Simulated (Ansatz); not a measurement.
This is a relaxation of cell and atoms with the PAW code Ansatz on Ti2GeN4 on the sites of K2PdF4 (No. 12); the level of theory is PBEsol. It starts from a supercell of the end of a PBEsol relaxation, slightly strained and with each coordinate displaced at random by about 0.15 Å.

```yaml
crystal:
  lattice:
    - [4.8644897033, -2.5620217092, -0.1923607258]
    - [4.8732110764, 2.5769087355, -0.1610472386]
    - [-0.2358610803, 0.0180186239, 3.0129383058]
  atoms:
    - { symbol: Ti, position: [0.2843436763, 0.2710906312, 0.2578777423] }
    - { symbol: Ti, position: [0.7278666679, 0.6550527048, 0.7059105103] }
    - { symbol: Ge, position: [0.0067520349, -0.0198687199, -0.0586685374] }
    - { symbol: "N", position: [0.1289919027, 0.6024476654, 0.7674889425] }
    - { symbol: "N", position: [0.4068437903, 0.8759550722, 0.1166959855] }
    - { symbol: "N", position: [0.8277081406, 0.4250831524, 0.1920363542] }
    - { symbol: "N", position: [0.5626263946, 0.1270912766, 0.8649326165] }
kpoints:
  mp_grid: { grid: [4, 4, 6] }
hamiltonian:
  xc: pbesol
scf:
  occupations: { method: fermi_dirac, width: 0.05 }
relax:
  f_tol: 0.01
  cell: {}
  max_steps: 120
```

Of the 29 recorded frames of the trajectory, 20 are shown, each with fractional positions and then forces in eV/Å along x, y and z. Some frames, the last among them, repeat a geometry solved again on a basis re-selected at its cell; pressure is positive in compression.

Step 1: energy 0.0 meV/atom from step 1, largest force component 4.497 eV/Å, pressure +12.48 GPa; a = 5.501 Å, b = 5.515 Å, c = 3.022 Å, α = 95.47°, β = 96.12°, γ = 55.61°
```
Ti 0.2843 0.2711 0.2579     1.784   1.187   2.348
Ti 0.7279 0.6551 0.7059     1.198   2.480   0.040
Ge 0.0068 0.9801 0.9413    -0.310   0.400   0.618
N  0.1290 0.6024 0.7675    -1.564   1.064  -0.332
N  0.4068 0.8760 0.1167    -2.195   2.820   1.063
N  0.8277 0.4251 0.1920    -1.136  -4.497  -0.836
N  0.5626 0.1271 0.8649     2.222  -3.453  -2.902
```

Step 2: energy -259.6 meV/atom from step 1, largest force component 2.025 eV/Å, pressure -0.78 GPa; a = 5.690 Å, b = 5.741 Å, c = 3.008 Å, α = 96.03°, β = 96.43°, γ = 53.25°
```
Ti 0.3059 0.2786 0.2572     0.156   0.996   1.195
Ti 0.7084 0.6607 0.7074     1.259   0.887  -0.018
Ge 0.0035 0.9746 0.9548     0.349   0.501   0.548
N  0.0958 0.6128 0.7618    -0.615   0.043  -0.041
N  0.3793 0.8988 0.1320    -1.632   1.317   0.586
N  0.8635 0.4035 0.1931    -1.020  -2.025  -0.679
N  0.5888 0.1078 0.8400     1.502  -1.718  -1.591
```

Step 3: energy -360.9 meV/atom from step 1, largest force component 0.532 eV/Å, pressure -2.52 GPa; a = 5.609 Å, b = 5.540 Å, c = 3.001 Å, α = 94.95°, β = 95.99°, γ = 54.70°
```
Ti 0.3119 0.2837 0.2544    -0.193   0.531   0.200
Ti 0.6968 0.6735 0.6982     0.242   0.400   0.058
Ge 0.9893 0.9935 0.9833    -0.059  -0.532  -0.019
N  0.0887 0.6185 0.7422    -0.064  -0.090   0.014
N  0.3722 0.8884 0.1886     0.048  -0.077   0.070
N  0.8820 0.3753 0.1886    -0.093  -0.228  -0.061
N  0.6044 0.1039 0.7910     0.119  -0.005  -0.262
```

Step 4: energy -367.3 meV/atom from step 1, largest force component 0.265 eV/Å, pressure +1.38 GPa; a = 5.559 Å, b = 5.472 Å, c = 3.006 Å, α = 94.75°, β = 96.19°, γ = 54.71°
```
Ti 0.3064 0.2892 0.2536    -0.002   0.130   0.055
Ti 0.6936 0.6783 0.6994    -0.106   0.265   0.067
Ge 0.9940 0.9884 0.9854    -0.135  -0.085  -0.077
N  0.0893 0.6179 0.7390    -0.007  -0.078  -0.042
N  0.3752 0.8855 0.1962     0.057  -0.228  -0.076
N  0.8833 0.3699 0.1900     0.203   0.031   0.077
N  0.6034 0.1075 0.7828    -0.010  -0.036  -0.003
```

Step 5: energy -371.7 meV/atom from step 1, largest force component 0.156 eV/Å, pressure -0.26 GPa; a = 5.561 Å, b = 5.456 Å, c = 3.001 Å, α = 93.10°, β = 96.01°, γ = 54.97°
```
Ti 0.3035 0.2916 0.2528     0.095   0.157  -0.020
Ti 0.6881 0.6834 0.7042    -0.080  -0.015  -0.019
Ge 0.9938 0.9883 0.9842    -0.094  -0.018  -0.022
N  0.0878 0.6217 0.7284     0.068   0.023  -0.051
N  0.3794 0.8796 0.1887     0.090  -0.152  -0.061
N  0.8900 0.3642 0.2049     0.074  -0.023   0.127
N  0.6025 0.1081 0.7832    -0.154   0.028   0.045
```

Step 6: energy -383.6 meV/atom from step 1, largest force component 0.457 eV/Å, pressure -1.94 GPa; a = 5.571 Å, b = 5.381 Å, c = 2.976 Å, α = 89.16°, β = 96.43°, γ = 55.97°
```
Ti 0.2948 0.3023 0.2489     0.154  -0.041  -0.304
Ti 0.6767 0.6922 0.7153    -0.032  -0.457  -0.208
Ge 0.9922 0.9882 0.9838     0.117   0.051   0.079
N  0.0816 0.6350 0.6961     0.352   0.411  -0.075
N  0.3912 0.8642 0.1676    -0.145   0.317   0.167
N  0.9103 0.3460 0.2481    -0.389  -0.306   0.201
N  0.5984 0.1090 0.7865    -0.057   0.026   0.140
```

Question: How does the relaxation go on, and where does it end?

Answer: The middle of the trajectory is left out here.
Step 7: energy -392.8 meV/atom from step 1, largest force component 1.126 eV/Å, pressure -1.15 GPa; a = 5.581 Å, b = 5.266 Å, c = 2.946 Å, α = 85.58°, β = 96.73°, γ = 57.20°
```
Ti 0.2898 0.3122 0.2389     0.222  -0.090  -0.603
Ti 0.6685 0.6955 0.7239     0.181  -1.126  -0.002
Ge 0.9885 0.9917 0.9884     0.044  -0.285   0.005
N  0.0723 0.6536 0.6591     0.266   0.493  -0.097
N  0.3983 0.8505 0.1613    -0.476   0.636   0.328
N  0.9313 0.3237 0.2905    -0.610   0.080   0.186
N  0.5965 0.1098 0.7842     0.373   0.292   0.184
```

Step 8 (rejected): energy -369.9 meV/atom from step 1, largest force component 2.416 eV/Å, pressure +4.45 GPa; a = 5.616 Å, b = 5.055 Å, c = 2.874 Å, α = 85.00°, β = 96.89°, γ = 58.57°
```
Ti 0.2950 0.3212 0.2088    -0.517  -0.710   0.070
Ti 0.6795 0.6743 0.7256     0.508   0.295   0.256
Ge 0.9816 0.0001 0.0047    -1.441  -1.876  -1.026
N  0.0537 0.6842 0.6157    -0.613  -0.602   0.006
N  0.3881 0.8474 0.1990     0.217  -0.980  -0.725
N  0.9471 0.2970 0.3227     1.754   2.416   1.326
N  0.6001 0.1126 0.7697     0.092   1.457   0.093
```

Step 9: energy -419.6 meV/atom from step 1, largest force component 0.376 eV/Å, pressure -0.60 GPa; a = 5.625 Å, b = 5.175 Å, c = 2.906 Å, α = 85.44°, β = 96.60°, γ = 57.34°
```
Ti 0.2948 0.3073 0.2206     0.080  -0.261  -0.168
Ti 0.6782 0.6856 0.7291    -0.024  -0.376  -0.032
Ge 0.9902 0.9869 0.0020    -0.044  -0.235   0.171
N  0.0623 0.6661 0.6337     0.130   0.286  -0.109
N  0.3957 0.8493 0.1714    -0.090   0.175   0.125
N  0.9302 0.3202 0.3105    -0.039   0.074   0.066
N  0.5937 0.1215 0.7790    -0.015   0.337  -0.053
```

Step 10: energy -432.6 meV/atom from step 1, largest force component 0.397 eV/Å, pressure +0.21 GPa; a = 5.647 Å, b = 5.121 Å, c = 2.903 Å, α = 86.05°, β = 96.77°, γ = 57.43°
```
Ti 0.3025 0.2987 0.2078    -0.059  -0.072   0.106
Ti 0.6843 0.6782 0.7283    -0.084  -0.100  -0.035
Ge 0.9930 0.9781 0.0311    -0.188  -0.212   0.397
N  0.0543 0.6773 0.6199     0.121   0.191  -0.097
N  0.3940 0.8486 0.1779     0.103  -0.068  -0.051
N  0.9287 0.3254 0.3087     0.149   0.115  -0.170
N  0.5883 0.1306 0.7726    -0.043   0.146  -0.149
```

Step 20: energy -504.2 meV/atom from step 1, largest force component 0.007 eV/Å, pressure -0.01 GPa; a = 5.925 Å, b = 5.173 Å, c = 3.022 Å, α = 96.77°, β = 92.21°, γ = 55.89°
```
Ti 0.3015 0.2660 0.3244     0.001   0.006   0.001
Ti 0.6891 0.6870 0.6854     0.001  -0.006   0.004
Ge 0.0559 0.9337 0.0988     0.000   0.005  -0.001
N  0.0253 0.7398 0.5618    -0.007  -0.002  -0.003
N  0.4190 0.8077 0.2246    -0.003  -0.002  -0.003
N  0.9294 0.3512 0.1228     0.007   0.003   0.000
N  0.5248 0.1514 0.8284     0.000  -0.004   0.001
```

Step 21: energy -511.5 meV/atom from step 1, largest force component 0.017 eV/Å, pressure +0.83 GPa; a = 5.925 Å, b = 5.173 Å, c = 3.022 Å, α = 96.77°, β = 92.21°, γ = 55.89°
```
Ti 0.3015 0.2660 0.3244    -0.009   0.016   0.001
Ti 0.6891 0.6870 0.6854    -0.001  -0.007   0.000
Ge 0.0559 0.9337 0.0988    -0.008   0.017  -0.002
N  0.0253 0.7398 0.5618    -0.007  -0.002  -0.005
N  0.4190 0.8077 0.2246     0.007  -0.013   0.005
N  0.9294 0.3512 0.1228     0.017  -0.008   0.004
N  0.5248 0.1514 0.8284     0.001  -0.003  -0.002
```

Step 22: energy -512.4 meV/atom from step 1, largest force component 0.113 eV/Å, pressure +0.40 GPa; a = 5.967 Å, b = 5.135 Å, c = 3.022 Å, α = 96.11°, β = 90.54°, γ = 56.06°
```
Ti 0.3000 0.2659 0.3251    -0.002   0.050   0.003
Ti 0.6878 0.6877 0.6844     0.018  -0.013  -0.007
Ge 0.0600 0.9310 0.0990     0.001  -0.001   0.081
N  0.0246 0.7399 0.5687     0.038   0.051  -0.027
N  0.4189 0.8058 0.2290     0.016  -0.076  -0.025
N  0.9329 0.3513 0.1206    -0.009   0.101  -0.028
N  0.5209 0.1552 0.8196    -0.063  -0.113   0.003
```

Step 23: energy -512.5 meV/atom from step 1, largest force component 0.065 eV/Å, pressure -0.11 GPa; a = 6.022 Å, b = 5.156 Å, c = 3.024 Å, α = 96.56°, β = 91.12°, γ = 55.57°
```
Ti 0.2985 0.2660 0.3244     0.005   0.016  -0.045
Ti 0.6881 0.6874 0.6839     0.037   0.065  -0.010
Ge 0.0619 0.9317 0.1022    -0.021  -0.032  -0.014
N  0.0254 0.7432 0.5680    -0.014   0.004   0.036
N  0.4204 0.8035 0.2239     0.013  -0.007   0.022
N  0.9316 0.3540 0.1236    -0.025  -0.056  -0.038
N  0.5193 0.1510 0.8204     0.006   0.011   0.048
```

Step 24: energy -512.7 meV/atom from step 1, largest force component 0.026 eV/Å, pressure -0.04 GPa; a = 6.005 Å, b = 5.158 Å, c = 3.023 Å, α = 96.55°, β = 91.01°, γ = 55.69°
```
Ti 0.2980 0.2662 0.3255     0.019  -0.014  -0.005
Ti 0.6882 0.6884 0.6835    -0.016   0.026   0.008
Ge 0.0620 0.9308 0.1016    -0.004   0.006   0.002
N  0.0248 0.7426 0.5679     0.019  -0.006   0.004
N  0.4207 0.8040 0.2254    -0.014  -0.004   0.001
N  0.9323 0.3522 0.1200     0.009   0.001  -0.011
N  0.5191 0.1526 0.8223    -0.013  -0.009   0.001
```

Step 25: energy -512.7 meV/atom from step 1, largest force component 0.021 eV/Å, pressure +0.02 GPa; a = 6.002 Å, b = 5.158 Å, c = 3.023 Å, α = 96.52°, β = 90.97°, γ = 55.70°
```
Ti 0.2984 0.2663 0.3255    -0.020   0.021  -0.004
Ti 0.6876 0.6885 0.6836     0.006  -0.013  -0.001
Ge 0.0614 0.9314 0.1019     0.005  -0.001   0.001
N  0.0252 0.7425 0.5683    -0.002  -0.001   0.000
N  0.4204 0.8040 0.2255     0.003  -0.006   0.001
N  0.9325 0.3525 0.1195    -0.003  -0.004   0.002
N  0.5197 0.1517 0.8219     0.011   0.005   0.001
```

Step 26: energy -512.7 meV/atom from step 1, largest force component 0.005 eV/Å, pressure 0.00 GPa; a = 6.005 Å, b = 5.159 Å, c = 3.023 Å, α = 96.52°, β = 90.98°, γ = 55.68°
```
Ti 0.2980 0.2664 0.3254     0.001  -0.005  -0.002
Ti 0.6877 0.6885 0.6836    -0.001   0.005   0.000
Ge 0.0618 0.9312 0.1020     0.001   0.000   0.000
N  0.0252 0.7426 0.5684     0.001   0.001   0.000
N  0.4206 0.8038 0.2255     0.000  -0.002   0.001
N  0.9325 0.3524 0.1194    -0.001   0.000  -0.001
N  0.5193 0.1520 0.8220    -0.002   0.000   0.002
```

Step 27: energy -513.1 meV/atom from step 1, largest force component 0.006 eV/Å, pressure +0.01 GPa; a = 6.005 Å, b = 5.159 Å, c = 3.023 Å, α = 96.52°, β = 90.98°, γ = 55.68°
```
Ti 0.2980 0.2664 0.3254     0.001  -0.005  -0.002
Ti 0.6877 0.6885 0.6836    -0.001   0.006   0.000
Ge 0.0618 0.9312 0.1020     0.001   0.001   0.000
N  0.0252 0.7426 0.5684     0.002   0.000   0.000
N  0.4206 0.8038 0.2255     0.000  -0.002   0.001
N  0.9325 0.3524 0.1194    -0.001   0.000  -0.001
N  0.5193 0.1520 0.8220    -0.001   0.000   0.002
```

Step 28: energy -513.1 meV/atom from step 1, largest force component 0.003 eV/Å, pressure 0.00 GPa; a = 6.009 Å, b = 5.158 Å, c = 3.023 Å, α = 96.50°, β = 90.87°, γ = 55.66°
```
Ti 0.2978 0.2663 0.3256     0.001   0.001  -0.002
Ti 0.6876 0.6886 0.6835    -0.001   0.003  -0.001
Ge 0.0621 0.9310 0.1021    -0.001  -0.002   0.000
N  0.0252 0.7428 0.5688     0.001   0.000   0.000
N  0.4207 0.8036 0.2256     0.001  -0.002   0.001
N  0.9327 0.3524 0.1190     0.001  -0.001   0.001
N  0.5190 0.1520 0.8216    -0.002   0.000   0.001
```

Step 29: energy -513.1 meV/atom from step 1, largest force component 0.003 eV/Å, pressure 0.00 GPa; a = 6.009 Å, b = 5.158 Å, c = 3.023 Å, α = 96.50°, β = 90.87°, γ = 55.66°
```
Ti 0.2978 0.2663 0.3256     0.001   0.001  -0.002
Ti 0.6876 0.6886 0.6835    -0.001   0.003  -0.001
Ge 0.0621 0.9310 0.1021    -0.001  -0.002   0.000
N  0.0252 0.7428 0.5688     0.001   0.000   0.000
N  0.4207 0.8036 0.2256     0.001  -0.002   0.002
N  0.9327 0.3524 0.1190     0.001  -0.001   0.001
N  0.5190 0.1520 0.8216    -0.002   0.000   0.001
```

The walk took 26 steps, besides SCFs solved again on a fresh basis, and changed the volume by +2.1 %. The last SCF, on a fresh basis, lies 513 meV an atom below the first. Final cell: it is triclinic, P1 (No. 1); conventional cell a = 3.023 Å, b = 5.158 Å, c = 5.268 Å, α = 70.4°, β = 84.6°, γ = 83.5°, 10.96 Å³ an atom. Around Ti lie 5 N at 1.85–2.09 Å and 4 Ti at 2.88–3.02 Å; around Ti lie 6 N at 1.97–2.23 Å and 4 Ti at 2.88–3.02 Å; around Ge lie 4 N at 1.84–1.91 Å; around N lie 2 Ge at 1.86–1.88 Å and 2 Ti at 2.09–2.23 Å; around N lie 1 Ge at 1.91 Å and 3 Ti at 1.97–2.10 Å; around N lie 1 Ge at 1.84 Å and 3 Ti at 2.08–2.15 Å; around N lie 3 Ti at 1.85–1.99 Å.

Command: `ansatz run input.yaml --threads 4 --pin off --max-ram 4608MiB --backend cpu --events-out ev --progress --plain --runs-dir out`. Wall time 110 s on 4 threads of Arm Neoverse V2, with other jobs on the host; peak host memory 0.45 GiB.

Note: simulated data, non-magnetic, for a generated structure that need not be the stable one.
